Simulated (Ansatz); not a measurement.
Starting cell, MoS2 (3R-MoS2 type, space group R3m):

```
CELL_PARAMETERS angstrom
      1.58761     0.91661     6.19494
     -1.58761     0.91661     6.19494
      0.00000    -1.83321     6.19494
ATOMIC_POSITIONS crystal
  Mo 0.00000 0.00000 0.00000
  S  0.75030 0.75030 0.75030
  S  0.58300 0.58300 0.58300
```

In this cell atom 2 (S, nearest neighbour Mo at 2.403 Å; its periodic images, 3.2 Å or more away, move with it) is moved by u·(0.707, 0.707, 0.000) + v·(0.000, 0.000, 1.000); the rest is frozen.

The numbers are results of r2SCAN+rVV10 (plane waves to 500 eV, PAW, scalar-relativistic; Ansatz, an electronic-structure program), not measurements. k mesh 10×10×10 (Γ-centred), Fermi-Dirac smearing 0.05 eV. Energies are smeared free energies. Points where atoms come too close for the PAW data are left out (x in tables, blank in figures). As the smearing reaches across the gap at some points, energies and forces of such displacements shift with the k mesh and the smearing. MoS2 is run without spin polarisation. MoS2 was relaxed with its symmetry unable to fall. This is one of several known forms of MoS2; the measured ambient cells at hand have space group No. 194. ΔE is measured from the undisplaced structure. Axes are in Å.

Task: Estimate the ΔE (meV/cell) for all points of the grid u = -0.360, -0.240, -0.120, 0.000, 0.120, 0.240, 0.360 by v = -0.360, -0.240, -0.120, 0.000, 0.120, 0.240, 0.360.

Result: ΔE (meV/cell), with u across and v down:

```csv
v \ u,-0.360,-0.240,-0.120,0.000,0.120,0.240,0.360
-0.360,x,2119,1588,1422,1571,1973,2570
-0.240,1861,1146,737,609,725,1047,1532
-0.120,1087,550,240,141,232,486,875
0.000,707,308,75,0,70,268,575
0.120,644,350,176,119,173,326,565
0.240,821,605,476,433,474,591,776
0.360,1168,1011,915,883,914,1003,1144
```

(A displaced cell: forces are minus the slopes of the energy, force constants its curvatures, and phonons follow from these.)
